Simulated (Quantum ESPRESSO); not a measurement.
# Hf2GaTiO7F: input and log of a self-consistent run

Simulated, not a measurement. The program is pw.x of Quantum ESPRESSO 7.5 (plane-wave density functional theory). The cell is made up: 12 atoms on a fluorite lattice, with randomly drawn elements, strain and displacements, not relaxed. PseudoDojo standard norm-conserving files (v0.5 for PBE, v0.4.1 for LDA and PBEsol) set the functional; there is no spin polarisation, spin-orbit coupling or dispersion term, and the masses in the input are unused placeholders.

The hafnium pseudopotential is less sure than the others, with forces about 3 percent (worst 6) and pressure in oxides about 1.5 GPa (worst 2.7) from a second method in checks, which no rerun with the same files tests.

Input:

```
&control calculation='scf', pseudo_dir='./dojo.nc.sr.pbe.v0_5.standard.upf', outdir='./o', disk_io='medium', tprnfor=.true., tstress=.true. /
&system ibrav=0, nat=12, ntyp=5, nbnd=55, ecutwfc=105.61755193, nosym=.true., tot_charge=0,
 occupations='smearing', smearing='fd', degauss=0.0018374661
/
&electrons conv_thr=7.350e-09, electron_maxstep=60, /
ATOMIC_SPECIES
F 1.0 F.upf
Ga 1.0 Ga.upf
Hf 1.0 Hf.upf
O 1.0 O.upf
Ti 1.0 Ti.upf
CELL_PARAMETERS angstrom
5.1229 -0.0042 0.0202
-0.0042 5.0096 0.0577
0.0204 0.0582 4.9932
ATOMIC_POSITIONS angstrom
Hf 0.0182 0.0785 0.0367
Hf 0.0035 2.4685 2.4661
Ga 2.6989 -0.0196 2.5336
Ti 2.605 2.5312 0.0897
O 1.2839 1.2823 1.3186
O 1.2426 1.2617 3.7559
O 1.202 3.7364 1.2985
O 1.3072 3.7833 3.6618
O 3.9738 1.2657 1.2861
O 3.8704 1.2924 3.8238
O 3.8469 3.7448 1.2731
F 3.8651 3.8655 3.8206
K_POINTS automatic
6 6 7 1 1 1
```

The log is shortened where brackets say so; the opening notice, blank lines, dates and the lines on written files are dropped, and the path of the files is cut. It prints rydbergs, bohrs and kilobars, and counts compression as positive stress. With no partly filled state, the Fermi energy that it prints is only some level between the filled and the empty states on the mesh, and need not lie in the true gap.

```
     Program PWSCF v.7.5
     Parallel version (MPI & OpenMP), running on       1 processor cores
     Number of MPI processes:                 1
     Threads/MPI process:                     1
     [start-up lines left out]
     bravais-lattice index     =            0
     lattice parameter (alat)  =       9.6810  a.u.
     unit-cell volume          =     864.6271 (a.u.)^3
     number of atoms/cell      =           12
     number of atomic types    =            5
     number of electrons       =        98.00
     number of Kohn-Sham states=           55
     kinetic-energy cutoff     =     105.6176  Ry
     charge density cutoff     =     422.4702  Ry
     scf convergence threshold =      7.3E-09
     mixing beta               =       0.7000
     number of iterations used =            8  plain     mixing
     Exchange-correlation= PBE
                           (   1   4   3   4   0   0   0)
     [axes and pseudopotential details left out]
   Cartesian axes
     site n.     atom                  positions (alat units)
         1        Hf     tau(   1) = (   0.0035526   0.0153232   0.0071639  )
         2        Hf     tau(   2) = (   0.0006832   0.4818521   0.4813836  )
         3        Ga     tau(   3) = (   0.5268262  -0.0038259   0.4945596  )
         4        Ti     tau(   4) = (   0.5084969   0.4940911   0.0175095  )
         5        O      tau(   5) = (   0.2506177   0.2503054   0.2573912  )
         6        O      tau(   6) = (   0.2425560   0.2462843   0.7331530  )
         7        O      tau(   7) = (   0.2346308   0.7293466   0.2534677  )
         8        O      tau(   8) = (   0.2551659   0.7385015   0.7147847  )
         9        O      tau(   9) = (   0.7756872   0.2470651   0.2510472  )
        10        O      tau(  10) = (   0.7555034   0.2522769   0.7464071  )
        11        O      tau(  11) = (   0.7509162   0.7309863   0.2485096  )
        12        F      tau(  12) = (   0.7544689   0.7545470   0.7457825  )
     number of k points=   126  Fermi-Dirac smearing, width (Ry)=  0.0018
     Number of k-points >= 100: set verbosity='high' to print them.
     Dense  grid:   126791 G-vectors     FFT dimensions: (  64,  64,  64)
     Estimated max dynamical RAM per process >     222.55 MB
     Initial potential from superposition of free atoms
     starting charge      97.9920, renormalised to      98.0000
     Starting wfcs are   71 randomized atomic wfcs
     total cpu time spent up to now is       96.5 secs
     per-process dynamical memory:   126.7 Mb
     Self-consistent Calculation
     iteration #  1     ecut=   105.62 Ry     beta= 0.70
     Davidson diagonalization with overlap
     ethr =  1.00E-02,  avg # of iterations =  2.0
     total cpu time spent up to now is      319.2 secs
     total energy              =    -776.69440663 Ry
     estimated scf accuracy    <       4.80048156 Ry
     iteration #  2     ecut=   105.62 Ry     beta= 0.70
     Davidson diagonalization with overlap
     ethr =  4.90E-03,  avg # of iterations =  5.3
     total cpu time spent up to now is      607.5 secs
     total energy              =    -772.00457166 Ry
     estimated scf accuracy    <      57.06772513 Ry
     iteration #  3     ecut=   105.62 Ry     beta= 0.70
     Davidson diagonalization with overlap
     ethr =  4.90E-03,  avg # of iterations =  7.9
     total cpu time spent up to now is      912.2 secs
     total energy              =    -778.97362807 Ry
     estimated scf accuracy    <       3.41022117 Ry
     iteration #  4     ecut=   105.62 Ry     beta= 0.70
     Davidson diagonalization with overlap
     ethr =  3.48E-03,  avg # of iterations =  2.2
     total cpu time spent up to now is     1159.2 secs
     total energy              =    -779.22353761 Ry
     estimated scf accuracy    <       0.97953733 Ry
     iteration #  5     ecut=   105.62 Ry     beta= 0.70
     Davidson diagonalization with overlap
     ethr =  1.00E-03,  avg # of iterations =  7.3
     total cpu time spent up to now is     1432.2 secs
     total energy              =    -779.12761259 Ry
     estimated scf accuracy    <       0.57209453 Ry
     [iterations 6 to 12 left out]
     iteration # 13     ecut=   105.62 Ry     beta= 0.70
     Davidson diagonalization with overlap
     ethr =  3.99E-09,  avg # of iterations =  4.7
     total cpu time spent up to now is     3125.9 secs
     total energy              =    -779.21345910 Ry
     estimated scf accuracy    <       0.00000092 Ry
     iteration # 14     ecut=   105.62 Ry     beta= 0.70
     Davidson diagonalization with overlap
     ethr =  9.34E-10,  avg # of iterations =  3.5
     total cpu time spent up to now is     3315.9 secs
     total energy              =    -779.21345927 Ry
     estimated scf accuracy    <       0.00000041 Ry
     iteration # 15     ecut=   105.62 Ry     beta= 0.70
     Davidson diagonalization with overlap
     ethr =  4.22E-10,  avg # of iterations =  2.1
     total cpu time spent up to now is     3508.8 secs
     total energy              =    -779.21345931 Ry
     estimated scf accuracy    <       0.00000004 Ry
     iteration # 16     ecut=   105.62 Ry     beta= 0.70
     Davidson diagonalization with overlap
     ethr =  4.27E-11,  avg # of iterations =  4.3
     total cpu time spent up to now is     3700.7 secs
     total energy              =    -779.21345932 Ry
     estimated scf accuracy    <          8.4E-09 Ry
     iteration # 17     ecut=   105.62 Ry     beta= 0.70
     Davidson diagonalization with overlap
     ethr =  8.62E-12,  avg # of iterations =  3.8
     total cpu time spent up to now is     3886.2 secs
     End of self-consistent calculation
     Number of k-points >= 100: set verbosity='high' to print the bands.
     the Fermi energy is    11.5558 ev
!    total energy              =    -779.21345932 Ry
     estimated scf accuracy    <          2.5E-09 Ry
     smearing contrib. (-TS)   =      -0.00000005 Ry
     internal energy E=F+TS    =    -779.21345927 Ry
     The total energy is F=E-TS. E is the sum of the following terms:
     one-electron contribution =    -179.73042492 Ry
     hartree contribution      =     154.43079325 Ry
     xc contribution           =    -186.32927671 Ry
     ewald contribution        =    -567.58455090 Ry
     convergence has been achieved in  17 iterations
     Forces acting on atoms (cartesian axes, Ry/au):
     atom    1 type  3   force =     0.10335196    0.01855725    0.01652327
     atom    2 type  3   force =     0.09849702   -0.01688643    0.00565908
     atom    3 type  2   force =    -0.08936232    0.04440922   -0.02834202
     atom    4 type  5   force =    -0.10685602   -0.04501982    0.05018165
     atom    5 type  4   force =     0.07163467   -0.00386060   -0.04286330
     atom    6 type  4   force =     0.02741525    0.02019476    0.03294723
     atom    7 type  4   force =     0.04299242   -0.00459958   -0.07672180
     atom    8 type  4   force =     0.06085991    0.00310567    0.05244999
     atom    9 type  4   force =    -0.07598565   -0.00622608   -0.00852167
     atom   10 type  4   force =    -0.06513768    0.02682801   -0.00735377
     atom   11 type  4   force =    -0.07209239   -0.00550429    0.00566463
     atom   12 type  1   force =     0.00468284   -0.03099811    0.00037670
     Total force =     0.297717     Total SCF correction =     0.000133
     Computing stress (Cartesian axis) and pressure
          total   stress  (Ry/bohr**3)                   (kbar)     P=      -12.74
  -0.00059471   0.00006649   0.00007000          -87.48        9.78       10.30
   0.00006649   0.00011637  -0.00004561            9.78       17.12       -6.71
   0.00007000  -0.00004561   0.00021860           10.30       -6.71       32.16
     init_run     :     89.57s CPU     96.30s WALL (       1 calls)
     electrons    :   3672.69s CPU   3789.67s WALL (       1 calls)
     forces       :     28.57s CPU     28.82s WALL (       1 calls)
     stress       :    129.96s CPU    130.83s WALL (       1 calls)
     [timing details left out]
     PWSCF        :      1h 5m CPU      1h 7m WALL
     JOB DONE.
```

In other units: free energy -10601.739 eV for the cell, pressure -1.27 GPa, largest force component 2.747 eV/Å. This run is the check on a run of the same cell at a cutoff of 1143 eV and k mesh 4 x 4 x 5: rerunning at a cutoff of 1437 eV and k mesh 6 x 6 x 7 moved values by no more than 0.002 eV in energy, 0.06 GPa in stress and 0.007 eV/Å in force.